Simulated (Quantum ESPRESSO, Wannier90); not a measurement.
**Tight-binding from DFT: Se (P3₁21)**

```
begin unit_cell_cart
ang
    4.5048201908    0.0000000000    0.0000000000
   -2.2524100954    3.9012887247    0.0000000000
    0.0000000000    0.0000000000    4.9788000000
end unit_cell_cart
begin atoms_frac
Se   0.2178900000  0.0000000000  0.3333333333
Se   0.0000000000  0.2178900000 -0.3333333333
Se  -0.2178900000 -0.2178900000  0.0000000000
end atoms_frac
```

Structure: Materials Project mp-14, symmetrised, not relaxed again. COD (Crystallography Open Database) has the formula in 4 space groups, this one among them (matched by group alone). Computed values, not measurements, from PBEsol: Quantum ESPRESSO (norm-conserving PseudoDojo potentials, cutoff 69 Ry, spinors with spin-orbit coupling) on a Γ-centred 6×6×4 mesh, then Wannier90. Density: 12×12×6 mesh, cold smearing 0.01 Ry. The cell is built of weakly bound layers, chains or molecules, whose nearest atoms lie 3.56 Å apart. Database cells relaxed without dispersion often hold them too far apart, which can enlarge gaps and weakens couplings between them; spacing and stacking were not compared with the measured crystal.

Bands 49-54 form an isolated set from 1.02 to 3.91 eV relative to the valence-band maximum (on the path) and are turned into 6 Wannier functions by minimising the spread from the start: SCDM (isolated).

Where do the functions sit, how wide are they and what are they made of?


```
functions  spread (Å²)  nearest atom, distance (Å)  second atom, distance (Å)  weight on atomic waves
---------  -----------  --------------------------  -------------------------  ----------------------
6                 6.11                     Se 1.19                    Se 1.19   Se 4p 90 %, Se 4s 4 %
```

Ω_I = 36.40 Å², Ω_total = 36.64 Å²; the interpolated bands follow pw.x to 12 meV rms on the path. Only this start was tried; a symmetric start can stop on a saddle, and mixtures of these functions could lower the total by at most Ω_total − Ω_I.
